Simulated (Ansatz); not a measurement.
According to DFT-r²SCAN in the program Ansatz with PAW potentials, MgZn₃O₄ in the monoclinic phase (C2; Pearson symbol mS64) relaxes to a = 11.904 Å, b = 6.869 Å, c = 8.790 Å, β = 90.0°. Against the elements it lies at -1.89 eV/atom, with no fitted shifts.

The Kohn–Sham gap is 1.87 eV (indirect). The electron mass is 0.25, 0.25, 0.28 mₑ (principal values). The hole mass is 2.5, 3.2, 12 mₑ (principal values).

Bader charges are Zn +1.29 to +1.30, O -1.47 to -1.31, Mg +1.74 to +1.75 e.

The start of the workflow was typed in or built on a structure type; neither database checked (COD, Materials Project) lists it. Its standing as an ambient phase is unchecked. The cell was relaxed with r²SCAN under the symmetry of its start; whether a distortion lowers the energy is not shown. The references are the lowest solids computed at this level, not always the standard phases (solids in place of the gases).

Potentials: the later of the program's two PAW sets.
